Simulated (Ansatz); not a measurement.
## Random displacements in Ta

Method: DFT r2SCAN, scalar-relativistic, plane waves, PAW in Ansatz. The runs took a 500 eV cutoff, a Γ-centred 10×10×10 mesh and Gaussian smearing (0.15 eV). Spin–orbit coupling is left out, which can shift energies with elements as heavy as these. No spin polarisation. Energies are free energies at this smearing, counted from the undisturbed cell; pressure is positive in compression.

Zero of the scan (as given, not relaxed at this level; this fcc form isn't the usual structure):

```
Ta
1.0
     0.00000    4.22000    4.22000
     4.22000    0.00000    4.22000
     4.22000    4.22000    0.00000
Ta
8
Direct
  0.00000 0.00000 0.00000
  0.00000 0.00000 0.50000
  0.00000 0.50000 0.00000
  0.00000 0.50000 0.50000
  0.50000 0.00000 0.00000
  0.50000 0.00000 0.50000
  0.50000 0.50000 0.00000
  0.50000 0.50000 0.50000
```

After a displacement of all atoms with no net shift and a strain of the cell, the run gives ΔE = 51.4 meV/atom; stress (xx, yy, zz, yz, xz, xy; compression positive) (-4.92, -4.97, -3.42, 0.07, 0.44, -1.01) GPa.

| atom | Fx (eV/Å) | Fy | Fz |
| --- | --- | --- | --- |
| Ta1 | -0.047 | 1.208 | -1.075 |
| Ta2 | -1.032 | 0.036 | -0.569 |
| Ta3 | 1.241 | -0.166 | 0.888 |
| Ta4 | -0.292 | -0.970 | 0.987 |
| Ta5 | -0.662 | 0.329 | -0.413 |
| Ta6 | -0.080 | 0.129 | -0.076 |
| Ta7 | 0.111 | -0.637 | -0.033 |
| Ta8 | 0.760 | 0.071 | 0.290 |

(1) Which displacements (Å, in the unstrained cell) and strain were applied?

Answers

(1)
| atom | ux | uy | uz |
| --- | --- | --- | --- |
| Ta1 | 0.00 | -0.07 | 0.06 |
| Ta2 | 0.07 | 0.05 | 0.06 |
| Ta3 | -0.10 | 0.01 | -0.09 |
| Ta4 | 0.05 | 0.05 | -0.07 |
| Ta5 | 0.05 | 0.00 | 0.04 |
| Ta6 | -0.02 | 0.03 | 0.02 |
| Ta7 | 0.04 | -0.02 | -0.02 |
| Ta8 | -0.08 | -0.05 | 0.00 |
Strain (Voigt, engineering shear): (0.0013, -0.0026, 0.0224, -0.0007, -0.0081, 0.0141).

Cost: 1 run of about 9.7 core-minutes, on Oxide Virtual Turin-like Processor (Zen 5) (shared hosts).